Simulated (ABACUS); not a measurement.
Small calculations from the output for ZnS (F-43m, 2 atoms in the cell; from Materials Project mp-10695)

```xyz
2
Lattice="0.0000 2.6937 2.6937 2.6937 0.0000 2.6937 2.6937 2.6937 0.0000" Properties=species:S:1:pos:R:3 pbc="T T T"
Zn     0.0000     0.0000     0.0000
S      1.3468     1.3468     1.3468
```

Method: PBE, PseudoDojo 0.5 standard norm-conserving PBE (tails mended) pseudopotentials (plane waves; ABACUS).

Main settings: KPT = MP 7 7 7 0 0 0; basis_type = pw; dft_functional = PBE; ecutwfc = 84 Ry; smearing_method = fixed; potentials = PseudoDojo 0.5 standard norm-conserving PBE (tails mended); symmetry = 1; ks_solver = dav.

The structure comes from a collection of computed structures, made at another level of theory; the collection holds predicted forms beside known ones.

The cell holds 263.8 bohr³ and the plane-wave cutoff is 84.0 Ry.

### Question
How many plane waves does a k-point need, and how does the count grow with the cutoff?

### Answer
In Rydberg units |k + G|² ≤ E, a sphere of radius √84.0 = 9.165 bohr⁻¹. Each G takes (2π)³/V of reciprocal space, so N = V E^(3/2)/(6π²) = 263.8 × 769.9/59.218 = 3430. The program's largest count at a k-point is 3479; single k-points scatter about the estimate. The count grows as E^(3/2): 20 % more cutoff means 31 % more plane waves.

The cell was also run at V = 38.699 Å³ (F = -5989.37799 eV, P = 3.11 GPa) and V = 39.481 Å³ (F = -5989.38928 eV, P = 1.52 GPa), scaled uniformly; the base has V = 39.090 Å³, P = 2.29 GPa and F₀ = -5989.38461 eV.

### Question
Check the pressure against the energies, and estimate the bulk modulus and the volume of zero pressure.

### Answer
P = −dF/dV ≈ −(-0.01129 eV)/(0.782 Å³) = 0.01444 eV/Å³; times 160.218 GPa per eV/Å³ this is 2.31 GPa, against 2.29 GPa from the stress tensor. B = −V dP/dV ≈ −39.090 × (-1.59 GPa)/(0.782 Å³) = 79 GPa at this volume. The curvature of the energies, B = V (F₊ + F₋ − 2F₀)/(ΔV/2)², gives 80 GPa. To first order the pressure vanishes at V0 ≈ V(1 + P/B) = 40.22 Å³, so all lengths change by about 0.95 %. Shape and fractional positions were held, which usually makes B too large where they are free.

A band-structure run on this density gave a gap of 2.15 eV along the path. From the bottom of the conduction band at Γ toward X, the level moves away from the edge by 0.2667 eV at Δk = 0.1166 Å⁻¹ and by 0.8520 eV at Δk = 0.2333 Å⁻¹. From the top of the valence band at Γ toward X, the level moves away from the edge by 0.0734 eV at Δk = 0.1166 Å⁻¹ and by 0.2764 eV at Δk = 0.2333 Å⁻¹.

### Question
Estimate the effective masses, and the wavelength of a photon at the gap.

### Answer
For a parabola ΔE = ħ²Δk²/(2m*), with ħ²/(2mₑ) = 3.810 eV Å², so m*/mₑ = 3.810 Δk²/ΔE. At the bottom of the conduction band: 3.810 × 0.1166²/0.2667 = 0.19 from the nearer point and 0.24 from the farther. At the top of the valence band: 3.810 × 0.1166²/0.0734 = 0.71 from the nearer point and 0.75 from the farther. Where the two differ the band is not parabolic over this range, and the mass at the edge lies beyond the nearer value. These are masses along one direction, for the outermost band, at this level of theory and without spin-orbit coupling. The gap corresponds to λ = 1239.8 nm eV/2.15 eV = 577 nm; semi-local functionals usually give gaps below the measured ones.

“Tails mended”: in these copies of the files the far tail of each local potential was reset to the Coulomb form.
